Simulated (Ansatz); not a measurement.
## Ba$_{2}$NF (R-3m), two-dimensional strain map

These are results of DFT LDA, scalar-relativistic, plane waves, PAW in Ansatz, not measurements. The runs took a 420 eV cutoff, a Γ-centred 9×9×9 mesh and Gaussian smearing (0.05 eV). Spin–orbit coupling is left out, which matters for the heavy elements here. No spin polarisation. Energies are free energies at this smearing, counted from the undisturbed cell; pressure is positive in compression.

The starting cell (as given, not relaxed at this level; it stands at -4.7 GPa, and it needn't be the usual structure):

```
Ba N F
1.0
     2.01082    1.16095    6.67510
    -2.01082    1.16095    6.67510
     0.00000   -2.32190    6.67510
Ba N F
2 1 1
Direct
  0.75764 0.75764 0.75764
  0.24236 0.24236 0.24236
  0.50000 0.50000 0.50000
  0.00000 0.00000 0.00000
```

The cell is strained by p along both x and y and by q along z, fractional coordinates fixed. Points are written (p, q).

Energy above the undisturbed cell in meV/atom (a dash: not computed):

| p \ q | -0.080 | -0.040 | 0.000 | 0.040 | 0.080 |
| --- | --- | --- | --- | --- | --- |
| -0.080 | 115.2 | 46.9 | 12.8 | 11.6 | 41.3 |
| -0.040 | 7.6 | – | – | – | – |
| 0.000 | -12.3 | – | 0.0 | – | 94.3 |
| 0.080 | 132.7 | – | 198.7 | – | 317.1 |

Pressure in GPa:

```csv
p \ q,-0.080,-0.040,0.000,0.040,0.080
-0.080,16.5,10.9,6.1,2.1,-1.1
-0.040,6.6,–,–,–,–
0.000,-0.2,–,-4.7,–,-7.8
0.080,-7.8,–,-9.4,–,-10.4
```

Gap on the k-mesh in eV:

| p \ q | -0.080 | -0.040 | 0.000 | 0.040 | 0.080 |
| --- | --- | --- | --- | --- | --- |
| -0.080 | 0.27 | 0.52 | 0.74 | 0.82 | 0.74 |
| -0.040 | 0.49 | – | – | – | – |
| 0.000 | 0.66 | – | 0.97 | – | 1.06 |
| 0.080 | 0.90 | – | 0.84 | – | 0.65 |